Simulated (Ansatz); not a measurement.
Input:

AgI:
```
AgI
1.0
   -2.08622     2.08622     2.94881
    2.08622    -2.08622     2.94881
    2.08622     2.08622    -2.94881
Ag I
1 1
Cartesian
  0.00000   0.00000   0.00000
  0.00000   0.00000   2.94881
```

This is the LDA-relaxed structure.

Q: All from plane-wave PAW LDA (Ansatz code), unless another level is named. Predict the smallest direct gap on the standard path.

A: 2.54 eV.

Q: Predict the band gap.

A: 0.15 eV (indirect).

Q: And the formation energy from the elements (no fitted shifts)?

A: -113 meV/atom.

Q: Give the weight of the conduction-edge state by species (Voronoi cells).

A: Ag 75 %, I 25 %.

Q: Give the conduction-band minimum.

A: at M.

Q: What about the valence-band maximum?

A: at N.

Space group Fm-3m (rock salt). This is a known high-pressure phase of the composition, computed here at zero pressure and temperature. The LDA relaxation kept the symmetry of its start; phonons on a q-mesh show weakly imaginary modes. The run is not spin-polarised. The volume moved by -16 % from the start of the relaxation. The references are the lowest solids computed at this level, not always the standard phases. Spin–orbit coupling is left out wherever it is not named.

Potentials: the later of the program's two PAW sets.
